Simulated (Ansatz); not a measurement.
Ti: zone-centre modes

The calculation used DFT r2SCAN, scalar-relativistic, plane waves, PAW in Ansatz 0.2.0. The runs took a 500 eV cutoff, a Γ-centred 18×18×10 mesh and Gaussian smearing (0.15 eV). No spin polarisation.

The starting cell (as given, not relaxed at this level; this bcc form isn't the usual structure):

```
Ti
1.0
    -1.64100    1.64100    1.64100
     1.64100   -1.64100    1.64100
     3.28200    3.28200    0.00000
Ti
2
Direct
  0.00000 0.00000 0.00000
  0.50000 0.50000 0.50000
```

Harmonic modes by finite displacements of 0.02 Å, without the LO–TO term. The cell doubles the primitive one, so its zone centre also holds the primitive cell's point q = (0, 0, 1/2).

Task: At this geometry, is the structure stable against these modes?

Result: No: 1 mode is unstable, the strongest at 185i cm⁻¹.

Task: List the wavenumbers in cm⁻¹.

Result: 185i, 0, 0, 0, 140, 150.

Cost: 1 run of about 4 core-minutes, on Arm Neoverse V1 (shared hosts).